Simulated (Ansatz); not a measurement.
KTaO₃:
```xyz
5
Lattice="4.0244 0.0000 0.0000 0.0000 4.0244 0.0000 0.0000 0.0000 4.0244" Properties=species:S:1:pos:R:3 pbc="T T T"
K      2.0122     2.0122     2.0122
O      2.0122     0.0000     0.0000
O      0.0000     2.0122     0.0000
O      0.0000     0.0000     2.0122
Ta     0.0000     0.0000     0.0000
```

Cartesian axes are those of the cell as given.

Problem. Give the high-frequency dielectric tensor and the Born effective charge tensors of the independent atoms from DFPT, the program Ansatz at the PBE level (PAW).

Solution. 
ε∞:
```
5.41  0.00  0.00
0.00  5.41  0.00
0.00  0.00  5.41
```
Z* of atom 1 (K), rows: field, columns: displacement, in e:
```
1.15  0.00  0.00
0.00  1.15  0.00
0.00  0.00  1.15
```
Z* of atom 2 (O), rows: field, columns: displacement, in e:
```
-6.57   0.00   0.00
 0.00  -1.66   0.00
 0.00   0.00  -1.66
```
Z* of atom 5 (Ta), rows: field, columns: displacement, in e:
```
8.74  0.00  0.00
0.00  8.74  0.00
0.00  0.00  8.74
```

Static charges for comparison (Bader): K1 +0.82, O2 -1.24, Ta5 +2.91 e. Born charges measure polarisation by displacement and can exceed these by far.

Space group Pm-3m (cubic perovskite). The PBE relaxation kept the symmetry of its start. At this level the phase is dynamically unstable (imaginary phonons). No spin polarisation was allowed. Scalar-relativistic: spin–orbit coupling is off unless named, which matters more the heavier the elements.

Potentials: the later of the program's two PAW sets.
